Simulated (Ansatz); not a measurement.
# Stress against strain in ZrC

```xyz
2
Lattice="0.0000 2.3502 2.3502 2.3502 0.0000 2.3502 2.3502 2.3502 0.0000" Properties=species:S:1:pos:R:3 pbc="T T T"
Zr    2.3502    2.3502    2.3502
C     0.0000    0.0000    0.0000
```

Atoms are numbered in the order listed.

The cell comes from COD entry 1562921, which wasn't checked; take it as a given geometry.

Computed with Ansatz 0.2.0, DFT, PBEsol, all-electron LAPW, scalar-relativistic.

Sampling and basis: a Γ-centred 15×15×15 k mesh, Fermi–Dirac smearing of 0.05 eV, basis error target 0.5 meV/atom, no spin polarisation.

The strain is applied along the Cartesian axes of the cell as listed (γ is the engineering shear, twice εxy = εyz = εzx). Fractional coordinates are held (clamped ions).

σ is the change of stress from the unstrained cell, which is at -4.53 GPa; tension is positive, so slopes are stress–strain coefficients at that pressure. In a metal the k mesh adds noise.

Only quantities that a quadratic follows smoothly over the whole series are listed; rougher ones are left out.

```csv
γ,σxy (GPa)
-0.0200,-2.97
0.0000,0.00
0.0100,1.56
0.0200,3.15
```

Question: Fit the series and read off the stiffness at zero strain.

Answer: Least-squares fits y = p0 + p1 x + p2 x² to the rows give σxy (GPa): p1 = 153, p2 = 220. So C44 (clamped ions) = 153 GPa.

Question: One run, at γ = -0.0100, is withheld. Predict its row.

Answer: The fits give -1.51; the run gave -1.51.
